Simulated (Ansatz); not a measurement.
# Structures of ZrSb₂S₄: which is lowest?

Plane-wave DFT in Ansatz with scalar-relativistic PAW potentials, cutoff 420 eV, Γ-centred meshes chosen by cell and gap, Gaussian smearing with energies taken to zero width. Every cell was relaxed (cell and atoms) in a run of its own, within the symmetry of its start. Functional: PBE.

Relaxed structures (starts from databases or built by putting these elements on another compound's sites):
A. I4/mmm, 7 atoms in the computed cell, a = 5.103 Å, c = 13.494 Å; sites (symmetry × multiplicity) Zr 4/mmm × 2, Sb 4mm × 4, S 4mm × 4 + mmm. × 4; start: built
B. I4/mmm, 7 atoms in the computed cell, a = 6.892 Å, c = 6.977 Å; sites (symmetry × multiplicity) Zr 4/mmm × 2, Sb -4m2 × 4, S m.2m × 8; start: built

**Question.** Rank them by energy. Could pressure change the order?

**Answer.**
| structure | group | E − E(lowest) (meV/atom) | V (Å³/atom) | gap on mesh (eV) |
| --- | --- | --- | --- | --- |
| A | I4/mmm | 0.0 | 25.10 | 0.00 |
| B | I4/mmm | 138 | 23.67 | 0.00 |

A is lowest, 138 meV/atom under B. B is denser by 1.43 Å³/atom, so pressure favours it: ΔE/ΔV, with ΔE in eV and 1 eV/Å³ = 160.2 GPa, gives about 15 GPa for equal enthalpy if both cells were rigid; at such pressures compression changes ΔV much, so this is a scale only. Other structures may lie lower than all of these, and vibrations aren't counted.

Spin-orbit coupling is left out, which matters for the bands of heavy elements.